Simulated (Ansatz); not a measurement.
Here is the system:

TaAg:
```
TaAg
1.0
    4.73638     0.00000     0.00000
    0.00000     2.76727     0.00000
    0.00000     0.00000     5.28099
Ag Ta
2 2
Direct
  0.25000   0.00000   0.85427
  0.75000   0.00000   0.14573
  0.25000   0.50000   0.35095
  0.75000   0.50000   0.64905
```

This is the r²SCAN-relaxed structure.

Problem. All from the program Ansatz at the r²SCAN level (PAW), unless another level is named. Give the density of states at the Fermi level.

Solution. 0.46 states/eV per atom (mean over ±0.08 eV).

Problem. Next, the formation energy from the elements (no fitted shifts)?

Solution. 0.41 eV/atom.

Space group Pmma. The start of the workflow was typed in or built on a structure type; neither database checked (COD, Materials Project) lists it. Whether it is the stable phase at ambient conditions was not checked. The cell was relaxed with r²SCAN under the symmetry of its start; its stability against distortions is not shown here. No spin polarisation was allowed. Its formation energy is positive at this level, so the cell may be metastable or incomplete. The references are the lowest solids computed at this level, not always the standard phases. Scalar-relativistic: spin–orbit coupling is off unless named, which matters more the heavier the elements.

Potentials: the earlier of the program's two PAW sets.
